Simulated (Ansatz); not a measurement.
An Ansatz input:

```yaml
crystal:
  lattice:
    - [2.8143017337, 0.0, 0.0]
    - [0.0, 2.8143017337, 0.0]
    - [0.0, 0.0, 2.8143017337]
  atoms:
    - { symbol: Se, position: [0.0, 0.0, 0.0] }
hamiltonian:
  xc: r2scan
  pseudopotentials:
    kind: paw
    azcp:
      Se: "pseudopotentials/Se.paw.azcp"
basis:
  ecutwfc: 500
  fft_grid_basis: typed
kpoints:
  mp_grid: { grid: [18, 18, 18], shift: [0, 0, 0] }
magnetization:
  spin_polarized: false
scf:
  occupations: { method: fermi_dirac, width: 0.1 }
```

and its output:

```
Engine: ansatz 0.2.0, x86_64-unknown-linux-gnu
Pseudopotentials: kind: paw
Pseudopotential: Se, paw, valence charge 16, recommended cutoff 500 eV (meta_gga) 
Functional definition: r2SCAN
  parameter k0 = 0.174
  parameter k1 = 0.065
  parameter a1 = 4.9479
  exchange = r2scan_x(k0 = k0, k1 = k1, a1 = a1)
  correlation = r2scan_c
Crystal: 1 atoms, lattice volume = 22.290 Å³
Basis set: ecut = 500 eV, 587 PW (Γ), exchange–correlation on 96×96×96 points (64 copies of the dense FFT grid, shifted against one another)
Bands: 12, of which v1, the nominal top of the filled ones, is band 8 counted from 1 (7 counted from 0)
Symmetry: 48 space group operations
Space group: Pm-3m (ITA 221), of the structure as read, at distance tolerance 2.8e-5 Å
k-points: 220 of 5832
Non-local potential: Se, projectors of the file, l = 0: 2, l = 1: 2, l = 2: 3, l = 3: 1
PAW form: soft (Blöchl's): semilocal exchange-correlation on the pseudo side does not see the compensation charge
PAW frozen core: Se, regenerated for the run's functional (the file was generated under x = pbe(κ = 0.804, μ = 0.2195149727645171), c = pbe(β = 0.06672455060314922))
PAW one-centre angular grid: Se, 590 points (default); XC on 160 Gauss nodes
Initial density: superposition of atomic densities (neutral atoms: chi_scale 0, normalization atom), corrected by the library's trained network
Initial wavefunctions: pseudopotential atomic-orbital guess
Functional: x = r2scan, c = r2scan; τ floored in thin density (d = 2e-4 eV/Å³)
SCF iter   1: F=—  HF=-5477.866816 eV  |F-HF|=—  |Δ(HF+E_count)|=         —  Δρ=2.56e-3  dr2=1.37e-3  dr2_τ=8.78e-4  ethr=1.77e-3  ⟨swp⟩=5.1  Hψ=15932  notcnv=0
SCF iter   2: F=—  HF=-5477.871446 eV  |F-HF|=—  |Δ(HF+E_count)|=   4.63e-3  Δρ=1.96e-3  dr2=8.11e-4  dr2_τ=1.24e-5  ethr=8.54e-6  ⟨swp⟩=2.0  Hψ=6994  notcnv=0  defer=2
SCF iter   3: F=—  HF=-5477.871754 eV  |F-HF|=—  |Δ(HF+E_count)|=   3.09e-4  Δρ=5.76e-4  dr2=6.70e-5  dr2_τ=1.46e-6  ethr=5.07e-6  ⟨swp⟩=1.7  Hψ=3122  notcnv=0  defer=2
SCF iter   4: F=—  HF=-5477.871785 eV  |F-HF|=—  |Δ(HF+E_count)|=   3.09e-5  Δρ=3.36e-5  dr2=1.15e-7  dr2_τ=1.01e-8  ethr=4.19e-7  ⟨swp⟩=2.0  Hψ=3213  notcnv=0  defer=2
iter 5 did not close the SCF: its close was put off for the readings that it lacked (scf_convergence_deferred on its scf_iter line)
SCF iter   5: F=-5477.871785 eV  HF=-5477.871785 eV  |F-HF|=1.79e-8  |Δ(HF+E_count)|=   1.03e-7  Δρ=5.98e-6  dr2=6.56e-9  dr2_τ=5.11e-10  ethr=7.18e-10  ⟨swp⟩=2.0  Hψ=4444  notcnv=0  defer=2
SCF iter   6: F=-5477.871785 eV  HF=-5477.871785 eV  |F-HF|=2.20e-10  |Δ(HF+E_count)|=   8.47e-9  Δρ=6.32e-7  dr2=4.52e-11  dr2_τ=3.06e-12  ethr=4.10e-11  ⟨swp⟩=1.0  Hψ=7927  notcnv=0
SCF 1 converged in 6 iterations: F = -5477.871785 eV  dr2 = 4.52e-11
SCF converged after 6 iterations
Free energy (F): -5477.871785 eV
Harris-Foulkes:  -5477.871785 eV  (|F-HF|=2.20e-10)
Internal energy: -5477.852697 eV  (E = F + TS)
E sigma→0 (E₀):  -5477.862241 eV
Entropy (-TS):   -0.019089 eV (-19.089 meV/atom)
Fermi energy:    9.864684 eV
--- Per-component energies (eV) ---
  E_band       = -379.618106
  E_kinetic    = 116.724820
  E_local      = -2227.248037  (includes V_loc(G=0)·N_el)
  E_nonlocal   = -593.547184
  E_hartree    = 1109.606224
  E_xc         = -97.369579
  E_vxc        = -104.821836  (∫ρ·V_xc dr)
  E_paw        = -1926.038867  (= ΣΔE_a)
  E_vpaw       = 204.753941  (= ΣTr[D̂ρ^β])
  E_aug_tail   = -0.000211  (compensation charges beyond the density's cutoff)
  E_vtau       = 5.307722  (kinetic-family band-sum trace: ∫τ·v_τ [+ j·A + Jᵃ·Aᵃ] dr)
  E_ewald      = -1858.215094
  E_core_change = -1.764770  (= ΣΔE_core)
  E_smearing   = -0.019089  (= −TS)
  E_closure    = 0.000000  (closes the sum)
  Σ components = -5477.871785   (vs F -5477.871785, Δ=0.00e0)
```

Command:

```sh
ansatz run input.yaml --threads 1 --pin off --max-ram 3584MiB --backend cpu --events-out ev --progress --plain --runs-dir out
```

On 1 thread of Intel(R) Xeon(R) Platinum 8259CL CPU @ 2.50GHz (Skylake/Cascade Lake) (shared host) this took about 9.8 s of wall time and 9.7 s of CPU time.
